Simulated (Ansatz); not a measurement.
The elements of this relaxed trial crystal are hidden behind letters.

```
lattice vectors (Å)
   1.5988    0.9231    7.6724
  -1.5988    0.9231    7.6724
   0.0000   -1.8462    7.6724
fractional positions
X 0.0000 0.0000 0.0000
Z 0.7802 0.7802 0.7802
Z 0.2198 0.2198 0.2198
Q 0.6035 0.6035 0.6035
Q 0.3965 0.3965 0.3965
```

Theory: Ansatz 0.2.0, DFT PBE, scalar-relativistic, plane waves, PAW. Plane waves to 420 eV, a 12×12×12 mesh through Γ for the 5-atom cell and 0.10 eV Gaussian smearing; no spin polarisation.

```
Space group                                 : R-3m (No. 166)
Conventional cell                           : a = 3.198 Å, c = 23.017 Å
Volume per atom                             : 13.59 Å³
Density                                     : 11.66 g/cm³
Formation energy                            : −0.73 eV/atom
Gap on the 12×12×12 mesh of the 5-atom cell : 0 eV (a metal)
```

Energies are uncorrected and count from the elements' standard states at the same level.

Problem. X is a d-block element of period 5, Z is a d-block element of period 6 and Q is a p-block element of period 2. Which elements are they?

Solution. X = Zr, Z = Ta, Q = C, so the formula is ZrTa2C2. Density times volume gives a mean mass of 11.66 × 13.59/1.6605 = 95.4 u per atom, and this set has 95.4 u. Zr is surrounded by 6 C at 2.35 Å, 6 Zr at 3.20 Å and 6 Ta at 3.20 Å; around Ta lie 3 C at 2.18 Å, 9 Ta at 3.06–3.20 Å and 3 Zr at 3.20 Å; around C lie 3 Ta at 2.18 Å and 3 Zr at 2.35 Å. Other sets within the hints have nearly the same mass, so mass alone doesn't settle it; this one was computed.

Spin–orbit coupling, which can matter for Ta, is left out. This cell was reached by moving the atoms of another relaxed cell at random and relaxing again, last within the group found; it had no such test of its own.
